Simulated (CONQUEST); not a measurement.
Consider a self-consistent single point of TiN (Fm-3m, 8 atoms in the cell; from Materials Project mp-492).

```yaml
crystal:
  lattice:
    - [4.24125, 0.00000, 0.00000]
    - [0.00000, 4.24125, 0.00000]
    - [0.00000, 0.00000, 4.24125]
  atoms:
    - { symbol: Ti, position: [0.00000, 0.00000, 0.00000] }
    - { symbol: Ti, position: [0.00000, 0.50000, 0.50000] }
    - { symbol: Ti, position: [0.50000, 0.00000, 0.50000] }
    - { symbol: Ti, position: [0.50000, 0.50000, 0.00000] }
    - { symbol: N, position: [0.50000, 0.00000, 0.00000] }
    - { symbol: N, position: [0.50000, 0.50000, 0.50000] }
    - { symbol: N, position: [0.00000, 0.00000, 0.50000] }
    - { symbol: N, position: [0.00000, 0.50000, 0.00000] }
```

Computed with CONQUEST 1.3 with PBEsol, numerical atomic orbitals double-zeta with polarisation (the shipped basis), PseudoDojo norm-conserving potentials made for PBEsol.

CONQUEST settings:

```
key                                                value
---------------------  ---------------------------------
basis                                                DZP
Diag.MPMeshX, Y, Z                                 3 3 3
potentials             PseudoDojo norm-conserving PBEsol
Grid.GridCutoff                                   140 Ha
DM.SolutionMethod                                 diagon
Diag.kT                                      0.003675 Ha
Diag.GammaCentred                                   true
minE.SCTolerance                                 1.0e-06
SC.MaxIters                                          100
SC.LinearMixingFactor                                0.5
SC.KerkerPreCondition                               true
SC.KerkerFactor                               0.1 1/bohr
AtomMove.TypeOfRun                                static
```

Results:

- Number of valence electrons = 68
- Number of bands = 128
- Number of k-points after the program's reduction = 14
- Size of the basis = 128
- Number of SCF iterations = 8
- FFT grid = 48 × 48 × 48
- Free energy E − TS = -7593.4078 eV
- Fermi level (on the code's own zero) = -7.50 eV
- Pressure = -3.14 GPa

Stress (GPa, positive for compression):
```
-3.14   0.00   0.00
 0.00  -3.14   0.00
 0.00   0.00  -3.14
```

The program uses no crystal symmetry, so grid and mesh can part values that symmetry would make equal. The atom-centred basis is finite, which shifts total energies and pressures against plane waves. The structure comes from a collection of computed structures, made at another level of theory; the collection holds predicted forms beside known ones. No clean gap shows at this smearing width and mesh (spacing up to 0.49 Å⁻¹); the mesh is coarse for partly filled bands, so the values carry mesh errors.

Cost on one core: about 2.9 core-minutes (a rough figure).
